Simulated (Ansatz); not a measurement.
Data:

CaZnC$_{2}$O$_{6}$:
```cif
data_C2CaO6Zn
_chemical_formula_sum 'Ca1 Zn1 C2 O6'
_space_group_name_H-M_alt 'P 1'
_space_group_IT_number 1
_cell_length_a 6.01825
_cell_length_b 6.01825
_cell_length_c 6.01825
_cell_angle_alpha 47.128
_cell_angle_beta 47.128
_cell_angle_gamma 47.128
loop_
_space_group_symop_operation_xyz
  'x, y, z'
loop_
_atom_site_label
_atom_site_type_symbol
_atom_site_fract_x
_atom_site_fract_y
_atom_site_fract_z
_atom_site_occupancy
Ca1 Ca 0.00000 0.00000 0.00000 1
Zn1 Zn 0.50000 0.50000 0.50000 1
C1 C 0.75767 0.75767 0.75767 1
C2 C 0.24233 0.24233 0.24233 1
O1 O 0.72847 0.03626 0.50407 1
O2 O 0.27153 0.96374 0.49593 1
O3 O 0.03626 0.50407 0.72847 1
O4 O 0.96374 0.49593 0.27153 1
O5 O 0.50407 0.72847 0.03626 1
O6 O 0.49593 0.27153 0.96374 1
```

This is the r²SCAN-relaxed structure.

Task: All from r²SCAN in the plane-wave PAW code Ansatz, unless another level is named. Estimate the formation energy from the elements (no fitted shifts).

Result: -1.98 eV/atom.

Task: What about the HSE06 gap on the r²SCAN cell?

Result: 6.18 eV.

Task: And the weight of the conduction-edge state by species (Voronoi cells)?

Result: C 39 %, O 38 %, Zn 22 %.

Space group R-3. The first step of the workflow began from a Materials Project structure, measured or hypothetical; the Crystallography Open Database copy checked does not list it. Its standing as an ambient phase is unchecked. The r²SCAN relaxation kept the symmetry of its start; whether a distortion lowers the energy is not shown. The references are the lowest solids computed at this level, not always the standard phases (solids in place of the gases).

Potentials: the later of the program's two PAW sets.
